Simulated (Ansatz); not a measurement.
InP (zinc blende, space group No. 216), r²SCAN (plane waves, PAW; program Ansatz). The conduction-band minimum lies at Γ, with 1 equivalent valley. Second derivatives d²E/dk² of the lowest band at one valley (eV·Å²), along Cartesian directions:

```
direction  d²E/dk²
---------  -------
[100]        103.3
[010]        103.3
[001]        103.3
[110]        103.1
[101]        103.1
[011]        103.1
```

Task: Find the principal effective masses, the density-of-states mass and the conductivity mass.

Result: Off-diagonal terms follow from H_xy = H[110] − (H_xx + H_yy)/2, and m*/mₑ = 7.620 eV·Å² over each eigenvalue: 0.074, 0.074, 0.074. One valley's DOS mass (m₁m₂m₃)^(1/3) = 0.074, conductivity mass 3/(Σ 1/mᵢ) = 0.074 mₑ.

Task: What effective density of states Nc follows at 300 K for parabolic valleys?

Result: Nc = 2.509e19 × 1 × (0.074)^(3/2) ≈ 5.1e17 cm⁻³.

Space group F-43m (zinc blende). Symmetry was held in the r²SCAN relaxation. Scalar-relativistic: spin–orbit coupling is off unless named, which matters more the heavier the elements.

Potentials: the later of the program's two PAW sets.

Edges and masses are those of Kohn–Sham bands, whose gap is no quasiparticle gap.
